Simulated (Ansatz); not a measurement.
An Ansatz (an electronic-structure program) run. Input:

Ansatz 0.2 input:
```yaml
crystal:
  lattice:
    - [-5.1759376105, 5.1759376105, 2.5792662238]
    - [5.1759376105, -5.1759376105, 2.5792662238]
    - [5.1759376105, 5.1759376105, -2.5792662238]
  atoms:
    - { symbol: Ta, position: [0.994347075, 0.3653964369, 0.34057121] }
    - { symbol: Ta, position: [0.346224135, 0.005652925, 0.3710493619] }
    - { symbol: Ta, position: [0.0248252269, 0.653775865, 0.65942879] }
    - { symbol: Ta, position: [0.6346035631, 0.9751747731, 0.6289506381] }
    - { symbol: Ta, position: [0.0251604282, 0.4294495041, 0.9740348797] }
    - { symbol: Ta, position: [0.9488744515, 0.9748395718, 0.4042890759] }
    - { symbol: Ta, position: [0.4554146244, 0.0511255485, 0.0259651203] }
    - { symbol: Ta, position: [0.5705504959, 0.5445853756, 0.5957109241] }
    - { symbol: Ta, position: [0.8692055597, 0.6866553567, 0.014713937] }
    - { symbol: Ta, position: [0.1455083773, 0.1307944403, 0.817449797] }
    - { symbol: Ta, position: [0.6719414197, 0.8544916227, 0.985286063] }
    - { symbol: Ta, position: [0.3133446433, 0.3280585803, 0.182550203] }
    - { symbol: Ge, position: [0.5405913716, 0.222725362, 0.7364346963] }
    - { symbol: Ge, position: [0.1958433247, 0.4594086284, 0.6821339904] }
    - { symbol: Ge, position: [0.4862906657, 0.8041566753, 0.2635653037] }
    - { symbol: Ge, position: [0.777274638, 0.5137093343, 0.3178660096] }
kpoints:
  mp_grid: { grid: [9, 9, 9] }
hamiltonian:
  xc: r2scan
  pseudopotentials: { kind: paw }
scf:
  occupations: { method: gaussian, width: 0.05 }
checkpoint: { read: metal.run }
output: { bader: true, populations: true }
```

Output (shortened):

```
Pseudopotentials: kind: paw
Pseudopotential: Ta, paw, valence charge 13
Pseudopotential: Ge, paw, valence charge 14
Functional definition: r2SCAN
Crystal: 16 atoms, lattice volume = 276.398 Å³
Basis set: ecut = 500 eV, 7025 PW (Γ), exchange–correlation on 240×240×240 points (64 copies of the dense FFT grid, shifted against one another)
Bands: 128, of which v1, the nominal top of the filled ones, is band 106 counted from 1 (105 counted from 0)
Symmetry: 4 space group operations
Space group: I-4 (ITA 82), of the structure as read, at distance tolerance 6.5e-5 Å
k-points: 105 of 729 (time reversal used)
PAW frozen core: Ta, regenerated for the run's functional
PAW frozen core: Ge, regenerated for the run's functional
Initial density: read from a saved state, or passed on in memory by an earlier SCF of this step, an earlier step, the calling program or the single point that …
Stability of the state it starts from, as read at its close in the unpolarized treatment …
Initial wavefunctions: pseudopotential atomic-orbital guess
Eigensolver: davidson
Functional: x = r2scan, c = r2scan; τ floored in thin density (d = 2e-4 eV/Å³)
iter 1 solved again at ethr=5.63e-9 eV; its pass at ethr=3.10e-3 eV (dr2=1.19e-5 eV) is discarded
SCF iter   1: F=—  HF=-136548.410447 eV  |F-HF|=—  |Δ(HF+E_count)|=         —  Δρ=1.28e-7  dr2=7.33e-11  dr2_τ=3.30e-12  ethr=5.63e-9  ⟨swp⟩=4.1  Hψ=95940  notcnv=0
all-band conjugate gradients solve this SCF's bands
preconditioner: auto → Kerker (q_TF=auto, 2.610 Å⁻¹)
SCF iter   2: F=-136548.410447 eV  HF=-136548.410447 eV  |F-HF|=0.00e0  |Δ(HF+E_count)|=   3.84e-9  Δρ=6.29e-8  dr2=1.89e-11  dr2_τ=3.89e-12  ethr=1.00e-12  ⟨swp⟩=8.1  Hψ=43871  notcnv=0
SCF 1 converged in 2 iterations: F = -136548.410447 eV  dr2 = 1.89e-11
SCF converged after 2 iterations
Free energy (F): -136548.410447 eV
Harris-Foulkes:  -136548.410447 eV  (|F-HF|=0.00e0)
Internal energy: -136548.398987 eV  (E = F + TS)
E sigma→0 (E₀):  -136548.404717 eV
Entropy (-TS):   -0.011460 eV (-0.716 meV/atom)
Fermi energy:    17.933358 eV
--- Per-component energies (eV) ---
  E_band       = -1679.524901
  E_kinetic    = 4853.965709
  E_local      = -14952.062164  (includes V_loc(G=0)·N_el)
  E_nonlocal   = 1856.904296
  E_hartree    = 6056.391172
  E_xc         = -2737.278670
  E_vxc        = -2946.189427  (∫ρ·V_xc dr)
  E_paw        = -109214.736144  (= ΣΔE_a)
  E_vpaw       = -2754.111734  (= ΣTr[D̂ρ^β])
  E_aug_tail   = 0.001029  (compensation charges beyond the density's cutoff)
  E_vtau       = 149.185210  (kinetic-family band-sum trace: ∫τ·v_τ [+ j·A + Jᵃ·Aᵃ] dr)
  E_ewald      = -22398.165790
  E_core_change = -13.418426  (= ΣΔE_core)
  E_smearing   = -0.011460  (= −TS)
  E_closure    = 0.000000  (closes the sum)
  Σ components = -136548.410447   (vs F -136548.410447, Δ=0.00e0)
  [band-id]    e_kinetic+e_local+e_nonlocal+2·e_hartree+e_vxc+e_vpaw+e_augmentation_tail+e_vtau = -1679.524736   (vs E_band -1679.524901, Δ=1.65e-4)
--- Band table (eV; the first three rows and the last of 105) ---
  k-point 0: bands = ["-51.7289", "-51.7082", "-51.7019", "-51.7019", "-51.5985", "-51.5714", "-51.5410", "-51.5402", "-51.5243", "-51.5243", "-51.5082", "-51.5082", "-17.9288", "-17.8598", "-17.8598", "-17.8584", "-17.8113", "-17.7644", "-17.7393", "-17.7393", "-17.7243", "-17.7243", "-17.7116", "-17.6609", "-17.6302", "-17.6124", "-17.5801", "-17.5801", "-17.5604", "-17.4405", "-17.4164", "-17.4089", "-17.3951", "-17.3951", "-17.3554", "-17.3554", "-17.3538", "-17.3390", "-17.3057", "-17.2736", "-17.2396", "-17.2396", "-17.2037", "-17.2037", "-17.0571", "-17.0113", "-16.9124", "-16.9124", "-6.9110", "-6.9110", "-6.9103", "-6.9102", "-6.9039", "-6.9039", "-6.9024", "-6.9012", "-6.8945", "-6.8945", "-6.8918", "-6.8909", "-6.8857", "-6.8847", "-6.8847", "-6.8830", "-6.8742", "-6.8742", "-6.8742", "-6.8730", "6.0748", "7.7952", "7.7952", "8.0559", "11.3730", "11.6513", "13.0156", "13.0156", "13.5961", "13.5961", "13.6377", "13.9270", "14.1092", "14.4119", "14.4119", "14.4987", "14.9651", "15.1768", "15.2511", "15.2511", "15.4111", "15.4973", "15.6232", "15.6808", "15.6808", "15.7297", "16.1037", "16.1037", "16.1513", "16.2330", "16.3569", "16.7255", "16.7311", "16.7311", "17.2978", "17.3800", "17.6663", "17.7161", "17.7161", "18.4559", "18.5470", "18.5470", "19.2842", "19.4326", "19.5985", "19.5985", "19.7351", "19.9435", "20.2899", "20.5150", "20.5150", "20.7661", "20.7661", "20.9054", "21.1997", "21.3243", "21.3243", "21.5907", "21.7279", "21.9947"]
  k-point 1: bands = ["-51.7286", "-51.7083", "-51.7022", "-51.7017", "-51.5981", "-51.5710", "-51.5429", "-51.5407", "-51.5243", "-51.5230", "-51.5082", "-51.5079", "-17.9256", "-17.8631", "-17.8601", "-17.8559", "-17.8120", "-17.7643", "-17.7573", "-17.7415", "-17.7287", "-17.7242", "-17.6975", "-17.6625", "-17.6360", "-17.6181", "-17.5766", "-17.5655", "-17.5482", "-17.4449", "-17.4253", "-17.4187", "-17.3998", "-17.3777", "-17.3608", "-17.3562", "-17.3428", "-17.3325", "-17.3082", "-17.2731", "-17.2404", "-17.2361", "-17.2087", "-17.2032", "-17.0553", "-17.0122", "-16.9190", "-16.9124", "-6.9111", "-6.9110", "-6.9104", "-6.9100", "-6.9040", "-6.9039", "-6.9025", "-6.9012", "-6.8946", "-6.8945", "-6.8917", "-6.8909", "-6.8857", "-6.8848", "-6.8847", "-6.8829", "-6.8746", "-6.8741", "-6.8737", "-6.8729", "6.1127", "7.7257", "7.8069", "8.0632", "11.4059", "11.6777", "12.9582", "12.9892", "13.4020", "13.5928", "13.7501", "13.9293", "14.0374", "14.3810", "14.4601", "14.6880", "14.8996", "15.0135", "15.2414", "15.2931", "15.4938", "15.5643", "15.6068", "15.6772", "15.7014", "15.7621", "16.0543", "16.0864", "16.2171", "16.2356", "16.3985", "16.6716", "16.7565", "16.8039", "17.2643", "17.3600", "17.6105", "17.7319", "17.8246", "18.3981", "18.5423", "18.5720", "19.3091", "19.4212", "19.5457", "19.5945", "19.7669", "19.8989", "20.2160", "20.4398", "20.5374", "20.6894", "20.7751", "21.0256", "21.1848", "21.3233", "21.4590", "21.6576", "21.7483", "21.9701"]
  k-point 2: bands = ["-51.7278", "-51.7087", "-51.7032", "-51.7014", "-51.5969", "-51.5699", "-51.5481", "-51.5408", "-51.5243", "-51.5207", "-51.5082", "-51.5070", "-17.9167", "-17.8687", "-17.8601", "-17.8522", "-17.8182", "-17.7869", "-17.7525", "-17.7438", "-17.7377", "-17.7254", "-17.6899", "-17.6709", "-17.6372", "-17.6300", "-17.5685", "-17.5414", "-17.5182", "-17.4530", "-17.4364", "-17.4264", "-17.4052", "-17.3643", "-17.3628", "-17.3526", "-17.3451", "-17.3136", "-17.3073", "-17.2714", "-17.2453", "-17.2276", "-17.2190", "-17.2016", "-17.0512", "-17.0150", "-16.9365", "-16.9125", "-6.9112", "-6.9109", "-6.9104", "-6.9094", "-6.9042", "-6.9039", "-6.9026", "-6.9014", "-6.8948", "-6.8946", "-6.8915", "-6.8907", "-6.8857", "-6.8850", "-6.8847", "-6.8828", "-6.8749", "-6.8740", "-6.8734", "-6.8728", "6.2223", "7.5483", "7.8390", "8.0684", "11.4961", "11.7508", "12.7962", "12.9431", "13.2077", "13.6129", "13.6713", "13.7901", "14.0682", "14.4219", "14.5612", "14.7969", "14.9081", "14.9539", "15.2377", "15.3688", "15.4675", "15.5639", "15.6392", "15.6924", "15.7476", "15.8521", "15.9999", "16.0685", "16.1931", "16.3718", "16.4791", "16.6658", "16.7991", "16.8632", "17.2340", "17.3181", "17.5491", "17.7321", "17.9633", "18.3043", "18.5673", "18.6510", "19.3091", "19.3867", "19.4893", "19.5696", "19.7234", "19.8746", "20.1137", "20.3109", "20.5698", "20.6317", "20.7837", "21.0287", "21.2134", "21.4296", "21.5711", "21.6436", "21.7410", "21.8776"]
  k-point 104: bands = ["-51.7239", "-51.7106", "-51.7034", "-51.7034", "-51.5893", "-51.5625", "-51.5611", "-51.5551", "-51.5203", "-51.5170", "-51.5052", "-51.5052", "-17.8988", "-17.8695", "-17.8564", "-17.8562", "-17.8381", "-17.8191", "-17.7784", "-17.7722", "-17.7549", "-17.7539", "-17.7032", "-17.6701", "-17.6136", "-17.6089", "-17.5179", "-17.4692", "-17.4590", "-17.4460", "-17.4412", "-17.4194", "-17.4050", "-17.3892", "-17.3855", "-17.3502", "-17.3481", "-17.3451", "-17.2652", "-17.2542", "-17.2452", "-17.2421", "-17.2327", "-17.1388", "-17.0420", "-17.0396", "-16.9692", "-16.9688", "-6.9117", "-6.9107", "-6.9106", "-6.9072", "-6.9042", "-6.9041", "-6.9036", "-6.9030", "-6.8970", "-6.8916", "-6.8913", "-6.8909", "-6.8858", "-6.8857", "-6.8852", "-6.8817", "-6.8747", "-6.8739", "-6.8739", "-6.8718", "7.0004", "7.3663", "7.3954", "7.8244", "11.7472", "11.8936", "11.9149", "12.6994", "13.1167", "13.4324", "13.4778", "14.0974", "14.3534", "14.3908", "14.5354", "14.5766", "15.0590", "15.0855", "15.2271", "15.3018", "15.4326", "15.6211", "15.7495", "15.7561", "15.9325", "16.0207", "16.0382", "16.1506", "16.2892", "16.3936", "16.4269", "16.6641", "16.7128", "17.1632", "17.3673", "17.6709", "17.7830", "17.8795", "17.9195", "18.2111", "18.5303", "18.5789", "18.9841", "19.1487", "19.3590", "19.5862", "19.9261", "20.0479", "20.0867", "20.1908", "20.4724", "20.5238", "20.9834", "21.0050", "21.0394", "21.2555", "21.4057", "21.6288", "21.6376", "21.9406"]
  band table: 128 of 128 bands, residual norms ≤ 1.0e-3 eV
--- Löwdin populations: 16 sites ---
  site symbol       q [e]
     0     Ta     12.7027
     1     Ta     12.7027
     2     Ta     12.7027
     3     Ta     12.7027
     4     Ta     12.7260
     5     Ta     12.7260
     6     Ta     12.7260
     7     Ta     12.7260
     8     Ta     12.7412
     9     Ta     12.7412
    10     Ta     12.7412
    11     Ta     12.7412
    12     Ge     14.4909
    13     Ge     14.4909
    14     Ge     14.4909
    15     Ge     14.4909
  spilling = 0.006401 (of n_electrons = 212.000000)
--- Bader charges: 16 sites ---
  site symbol  charge [e]  shift [e]
     0     Ta      0.6635     0.0016
     1     Ta      0.6635     0.0016
     2     Ta      0.6635     0.0016
     3     Ta      0.6635     0.0016
     4     Ta      0.4047     0.0009
     5     Ta      0.4047     0.0009
     6     Ta      0.4047     0.0009
     7     Ta      0.4047     0.0009
     8     Ta      0.4470     0.0007
     9     Ta      0.4469     0.0007
    10     Ta      0.4470     0.0007
    11     Ta      0.4470     0.0007
    12     Ge     -1.5152     0.0032
    13     Ge     -1.5151     0.0032
    14     Ge     -1.5152     0.0032
    15     Ge     -1.5151     0.0032
  shift: an alarm, by how much a part of what the PAW files miss would move the charge. Where it is large, compare
  with a run on PAW files of another source; a small one proves nothing
  estimated error of the sums over rays = 8.2e-4 e
```

Cost: around 12 core-minutes (rough) on shared cores.

The first step of the workflow began from a Materials Project structure, measured or hypothetical; the Crystallography Open Database copy checked does not list it. Its standing as an ambient phase is unchecked. The cell was relaxed with r²SCAN under the symmetry of its start; its stability against distortions is not shown here. The run is not spin-polarised. Spin–orbit coupling is left out wherever it is not named.

Potentials: the later of the program's two PAW sets.

Ansatz is a plane-wave DFT program.
